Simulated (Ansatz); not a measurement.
Ansatz input

```yaml
crystal:
  lattice:
    - [14.0, 0.0, 0.0]
    - [0.0, 14.4, 0.0]
    - [0.0, 0.0, 14.8]
  atoms:
    - { symbol: F, position: [0.5, 0.5, 0.5], spin: 1.0 }
  symmetry: { detect: false, time_reversal: true }
hamiltonian:
  xc: r2scan
  pseudopotentials:
    kind: paw
    azcp:
      F: "pseudopotentials/F.paw.azcp"
basis:
  ecutwfc: 500
  fft_grid_basis: typed
kpoints:
  mp_grid: { grid: [1, 1, 1], shift: [0, 0, 0] }
magnetization:
  spin_polarized: true
scf:
  occupations: { method: fermi_dirac, width: 0.01 }
output:
  write_density: true
  write_potential: true
  elf: true
  volumetric_format: npy
```

Output

```
Engine: ansatz 0.2.0, aarch64-unknown-linux-gnu
Pseudopotentials: kind: paw
Pseudopotential: F, paw, valence charge 7, recommended cutoff 500 eV (meta_gga) 
Functional definition: r2SCAN
  parameter k0 = 0.174
  parameter k1 = 0.065
  parameter a1 = 4.9479
  exchange = r2scan_x(k0 = k0, k1 = k1, a1 = a1)
  correlation = r2scan_c
Crystal: 1 atoms, lattice volume = 2983.680 Å³
Basis set: ecut = 500 eV, 75747 PW (Γ), exchange–correlation on 432×432×432 points (64 copies of the dense FFT grid, shifted against one another)
Bands: 8, of which v1, the nominal top of the filled ones, is band 4 counted from 1 (3 counted from 0)
Symmetry: 1 space group operations
k-points: 1
Non-local potential: F, projectors of the file, l = 0: 2, l = 1: 2, l = 2: 1
PAW form: soft (Blöchl's): semilocal exchange-correlation on the pseudo side does not see the compensation charge
PAW frozen core: F, regenerated for the run's functional (the file was generated under x = pbe(κ = 0.804, μ = 0.2195149727645171), c = pbe(β = 0.06672455060314922))
PAW one-centre angular grid: F, 302 points (default); XC on 160 Gauss nodes
Initial density: superposition of atomic densities (neutral atoms: chi_scale 0, normalization atom)
Starting moments: Σ|m| = 1 μB on 1 of 1 site
Initial wavefunctions: pseudopotential atomic-orbital guess
Functional: x = r2scan, c = r2scan; τ floored in thin density (d = 2e-4 eV/Å³)
iter 1 solved again at ethr=1.06e-4 eV; its pass at ethr=3.10e-3 eV (dr2=7.44e-3 eV) is discarded
SCF iter   1: F=—  HF=-805.170884 eV  |F-HF|=—  |Δ(HF+E_count)|=         —  Δρ=8.25e-4 (↑8.25e-4 ↓4.78e-4)  dr2=7.64e-3  dr2_τ=4.29e-3  dr2_m=1.07e-2  M=1.000 μB ∫|m|=1.006 μB  β_m=0.30  ethr=1.06e-4  ⟨swp⟩=1.5  Hψ=136  notcnv=0
spin=Collinear: Resta preconditioning applied to the charge; magnetization (m = ρ↑ − ρ↓) channel mixes plain (no charge-response kernel on spin).
SCF iter   2: F=—  HF=-805.180377 eV  |F-HF|=—  |Δ(HF+E_count)|=   9.49e-3  Δρ=5.32e-4 (↑5.32e-4 ↓4.53e-4)  dr2=1.91e-3  dr2_τ=4.34e-4  dr2_m=6.23e-3  M=1.000 μB ∫|m|=1.006 μB  β_m=0.30  ethr=1.06e-4  ⟨swp⟩=2.5  Hψ=28  notcnv=0  κ⁻¹=1.0e0(r=1)
spin-set hold released at iteration 2 (site moments show no strong build): the magnetisation degrees of freedom join the quasi-Newton model from the next iteration; the mixer history was kept
SCF iter   3: F=—  HF=-805.182957 eV  |F-HF|=—  |Δ(HF+E_count)|=   2.58e-3  Δρ=4.42e-4 (↑3.30e-4 ↓4.42e-4)  dr2=2.59e-4  dr2_τ=2.60e-4  dr2_m=3.94e-3  M=1.000 μB ∫|m|=1.006 μB  β_m=1.20  ethr=2.72e-5  ⟨swp⟩=3.5  Hψ=34  notcnv=0  κ⁻¹=1.4e-1(r=2)
SCF iter   4: F=—  HF=-805.184558 eV  |F-HF|=—  |Δ(HF+E_count)|=   1.60e-3  Δρ=5.52e-3 (↑6.76e-5 ↓5.52e-3)  dr2=1.87e-1  dr2_τ=2.92e-3  dr2_m=2.04e-1  M=1.000 μB ∫|m|=1.014 μB  β_m=1.20  ethr=3.69e-6  ⟨swp⟩=3.5  Hψ=36  notcnv=0  κ⁻¹=2.6e-3(r=3)
...
SCF iter  32: F=-805.976879 eV  HF=-805.976877 eV  |F-HF|=1.49e-6  |Δ(HF+E_count)|=   1.58e-6  Δρ=2.88e-6 (↑1.37e-6 ↓2.88e-6)  dr2=1.08e-7  dr2_τ=1.59e-9  dr2_m=1.61e-8  M=1.000 μB ∫|m|=1.059 μB  β_m=1.20  ethr=1.44e-9  ⟨swp⟩=2.0  Hψ=29  notcnv=0  κ⁻¹=8.1e-1(r=2)
SCF iter  33: F=-805.976879 eV  HF=-805.976865 eV  |F-HF|=1.46e-5  |Δ(HF+E_count)|=   1.29e-5  Δρ=3.28e-6 (↑1.87e-6 ↓3.28e-6)  dr2=1.58e-7  dr2_τ=5.97e-9  dr2_m=1.69e-8  M=1.000 μB ∫|m|=1.059 μB  β_m=1.20  ethr=1.43e-9  ⟨swp⟩=12.5  Hψ=133  notcnv=0
Mixer restart at iter 33: flushing history
SCF iter  34: F=-805.976879 eV  HF=-805.976878 eV  |F-HF|=1.00e-6  |Δ(HF+E_count)|=   1.38e-5  Δρ=3.08e-6 (↑1.79e-6 ↓3.08e-6)  dr2=1.42e-7  dr2_τ=2.60e-9  dr2_m=1.15e-8  M=1.000 μB ∫|m|=1.059 μB  β_m=1.20  ethr=1.44e-9  ⟨swp⟩=4.0  Hψ=38  notcnv=0  κ⁻¹=1.0e0(r=1)
SCF iter  35: F=-805.976879 eV  HF=-805.976878 eV  |F-HF|=1.44e-6  |Δ(HF+E_count)|=   3.48e-7  Δρ=3.04e-6 (↑1.63e-6 ↓3.04e-6)  dr2=1.30e-7  dr2_τ=2.22e-9  dr2_m=1.38e-8  M=1.000 μB ∫|m|=1.059 μB  β_m=1.20  ethr=1.44e-9  ⟨swp⟩=2.0  Hψ=31  notcnv=0  defer=1  κ⁻¹=1.4e-1(r=2)
SCF iter  36: F=-805.976880 eV  HF=-805.976880 eV  |F-HF|=3.17e-7  |Δ(HF+E_count)|=   1.66e-6  Δρ=2.84e-6 (↑1.31e-6 ↓2.84e-6)  dr2=1.04e-7  dr2_τ=1.60e-9  dr2_m=1.62e-8  M=1.000 μB ∫|m|=1.059 μB  β_m=1.20  ethr=1.44e-9  ⟨swp⟩=2.0  Hψ=30  notcnv=0  defer=1  κ⁻¹=3.0e-2(r=3)
SCF iter  37: F=-805.976882 eV  HF=-805.976881 eV  |F-HF|=7.97e-7  |Δ(HF+E_count)|=   1.06e-6  Δρ=2.68e-6 (↑1.09e-6 ↓2.68e-6)  dr2=8.58e-8  dr2_τ=1.17e-9  dr2_m=1.78e-8  M=1.000 μB ∫|m|=1.059 μB  β_m=1.20  ethr=1.43e-9  ⟨swp⟩=9.0  Hψ=109  notcnv=0  κ⁻¹=3.0e-2(r=4)
SCF iter  38: F=-805.976889 eV  HF=-805.976888 eV  |F-HF|=9.59e-7  |Δ(HF+E_count)|=   7.16e-6  Δρ=3.63e-6 (↑7.83e-7 ↓3.63e-6)  dr2=1.12e-7  dr2_τ=1.45e-9  dr2_m=6.36e-8  M=1.000 μB ∫|m|=1.059 μB  β_m=1.20  ethr=1.23e-9  ⟨swp⟩=9.0  Hψ=99  notcnv=0  κ⁻¹=2.6e-3(r=5)
SCF iter  39: F=-805.976889 eV  HF=-805.976888 eV  |F-HF|=1.26e-6  |Δ(HF+E_count)|=   2.20e-7  Δρ=3.95e-6 (↑7.30e-7 ↓3.95e-6)  dr2=1.22e-7  dr2_τ=1.77e-9  dr2_m=8.54e-8  M=1.000 μB ∫|m|=1.059 μB  β_m=1.20  ethr=1.23e-9  ⟨swp⟩=2.0  Hψ=25  notcnv=0  κ⁻¹=2.2e-3(r=6)
SCF iter  40: F=-805.976890 eV  HF=-805.976889 eV  |F-HF|=9.82e-7  |Δ(HF+E_count)|=   1.32e-6  Δρ=4.26e-6 (↑7.38e-7 ↓4.26e-6)  dr2=1.41e-7  dr2_τ=1.92e-9  dr2_m=9.90e-8  M=1.000 μB ∫|m|=1.059 μB  ethr=1.23e-9  ⟨swp⟩=2.5  Hψ=74  notcnv=0
Mixer restart at iter 40: flushing history
iteration 40: the SCF's residuals had fallen too slowly under its mixing. It goes on by minimising its free energy, and can end on another state than longer mixing would; under `scf.algorithm: density_mixing` no SCF does so, but by `scf.convergence.dm_fallback`
SCF iter  41: F=—  HF=-805.976890 eV  |F-HF|=—  |Δ(HF+E_count)|=   1.38e-6  Δρ=1.38e-6 (↑1.38e-6 ↓6.28e-7)  dr2=5.98e-9  dr2_τ=1.43e-9  dr2_m=2.62e-8  M=1.000 μB ∫|m|=1.059 μB  ethr=1.23e-9  ⟨swp⟩=5.5  Hψ=270  notcnv=0
SCF iter  42: F=—  HF=-805.976894 eV  |F-HF|=—  |Δ(HF+E_count)|=   3.68e-6  Δρ=3.22e-6 (↑3.22e-6 ↓1.74e-6)  dr2=8.64e-8  dr2_τ=9.98e-9  dr2_m=1.17e-7  M=1.000 μB ∫|m|=1.059 μB  ethr=8.55e-11  ⟨swp⟩=2.0  Hψ=69  notcnv=0
SCF iter  43: F=—  HF=-805.976897 eV  |F-HF|=—  |Δ(HF+E_count)|=   3.28e-6  Δρ=1.74e-6 (↑1.41e-6 ↓1.74e-6)  dr2=1.15e-7  dr2_τ=3.21e-9  dr2_m=3.02e-9  M=1.000 μB ∫|m|=1.058 μB  ethr=8.55e-11  ⟨swp⟩=4.5  Hψ=95  notcnv=0
SCF iter  44: F=-805.976897 eV  HF=-805.976897 eV  |F-HF|=4.10e-9  |Δ(HF+E_count)|=   3.03e-8  Δρ=4.44e-7 (↑4.44e-7 ↓3.71e-7)  dr2=6.85e-9  dr2_τ=2.03e-10  dr2_m=1.14e-9  M=1.000 μB ∫|m|=1.058 μB  ethr=8.55e-11  ⟨swp⟩=1.0  Hψ=46  notcnv=0
SCF iter  45: F=-805.976897 eV  HF=-805.976897 eV  |F-HF|=4.10e-9  |Δ(HF+E_count)|=  5.68e-13  Δρ=4.44e-7 (↑4.44e-7 ↓3.71e-7)  dr2=6.85e-9  dr2_τ=2.03e-10  dr2_m=1.14e-9  M=1.000 μB ∫|m|=1.058 μB  ethr=8.55e-11  ⟨swp⟩=1.0  Hψ=46  notcnv=0
SCF 1 converged in 45 iterations: F = -805.976897 eV  dr2 = 6.85e-9
at 10 of the mixer's solves, the last at iteration 32, it left a direction of its history that read negative out of its fit and stepped the other way along it
WARN: iteration 45: the free energy's least curvature, by which a run leaves a close that is no minimum, was not read, or the SCF from beside it or across a barrier not made, at this close: the run had been asked to end by then. Run the deck again, in a run directory of its own, to have that done
```

The calculation hadn't finished when its time ran out.
